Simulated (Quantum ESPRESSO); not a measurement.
Space group C2/m (No. 12); a = 7.944 Å, b = 5.066 Å, c = 7.309 Å, α = γ = 90.00°, β = 93.01°

| atom | site | symmetry | x | y | z |
|---|---|---|---|---|---|
| O | 4i | m | 0.2988 | 0.0000 | 0.3932 |
| O | 8j | 1 | 0.4710 | 0.2402 | 0.1879 |
| O | 4i | m | 0.2302 | 0.0000 | 0.0603 |
| Na | 2c | 2/m | 0.5000 | 0.5000 | 0.5000 |
| Al | 2a | 2/m | 0.0000 | 0.0000 | 0.0000 |
| S | 4i | m | 0.3627 | 0.0000 | 0.2113 |
(The calculation used a cell of 12 atoms; values per cell refer to that cell.)

The geometry is that of Materials Project entry mp-1210191, symmetrised and not relaxed again.

### Question
What does LDA (pw.x of Quantum ESPRESSO, ONCV potentials, without SOC) give for the electronic structure near the Fermi level?

### Answer
The LDA gap is indirect, 5.40 eV, from Y to Γ; the smallest direct gap is 5.55 eV. 

The structure is a Materials Project entry; no match was found in the copy of COD used, and its stability was not checked.
